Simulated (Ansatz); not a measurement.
AlCuCl₄:
```
CELL_PARAMETERS angstrom
      5.43097     0.00000     0.00000
      0.00000     5.43097     0.00000
      0.00000     0.00000    10.01976
ATOMIC_POSITIONS crystal
  Al 0.00000 0.50000 0.25000
  Al 0.50000 0.00000 0.75000
  Cu 0.00000 0.00000 0.00000
  Cu 0.00000 0.00000 0.50000
  Cl 0.27101 0.23289 0.87217
  Cl 0.23289 0.72899 0.12783
  Cl 0.72899 0.76711 0.87217
  Cl 0.76711 0.27101 0.12783
  Cl 0.27101 0.76711 0.62783
  Cl 0.23289 0.27101 0.37217
  Cl 0.72899 0.23289 0.62783
  Cl 0.76711 0.72899 0.37217
```

Relaxed with r²SCAN.

### Question
Map the valence electron density (e/Å³), cut off at 0.6 on the plane through (0.000, 0.500, 0.250) spanned by u = [0, 0, 1] and v = [1, 1, 0] in lattice vectors, from plane-wave PAW r²SCAN (Ansatz code).

### Answer
x is the fraction of u, y of v (the angle between them is 90°; rows are the nearest grid lines); atoms in the plane: Al at (0.00, 0.00), Al at (0.50, 0.50), Cl at (0.88, 0.23), Cl at (0.88, 0.77), Cl at (0.38, 0.27), Cl at (0.38, 0.73).
```
|0012221000000000000000000000000001222100|
|1112211000000000000000000000000112344311|
|2111110000000011100000000000001235677532|
|4211000000012356642100000000013699999974|
|4210000000137999999400000000126999999994|
|4100000000259999999610000000127999299994|
|3100000001379990999910000000126999999983|
|1000000001269999999921000000013799999941|
|1000000000149999999821000000012479999521|
|0000000000013699998521110000000112222100|
|0000000000001123443111221100000000000000|
|0000000000000112321101221100000000000000|
|0000000000000112321101221100000000000000|
|0000000000001123443111221100000000000000|
|0000000000013699998521110000000112222100|
|1000000000149999999821000000012479999521|
|1000000001269999999921000000013799999941|
|3100000001379990999910000000126999999983|
|4100000000259999999610000000127999299994|
|4210000000137999999400000000126999999994|
|4211000000012356642100000000013699999974|
|2111110000000011100000000000001235677532|
|1112211000000000000000000000000112344311|
|0012221000000000000000000000000001222100|
```
Scale: ten equal steps from 0.000 (start of '0') to 0.600 (end of '9'), in the order '0123456789'; x runs from 0.000 to 1.00, y from 0.000 (bottom) to 1.00 (top).

The density is the valence pseudo-density with augmentation charge, so density and ELF within about 1 Å of a nucleus are not all-electron values.

Space group P-42c. The workflow started from a Materials Project entry (that database holds measured and hypothetical structures alike); the Crystallography Open Database copy checked does not list it. COD files the formula under space group No. 33. Its standing as an ambient phase is unchecked. The r²SCAN relaxation kept the symmetry of its start; its stability against distortions is not shown here. No spin polarisation was allowed.

Potentials: the later of the program's two PAW sets.
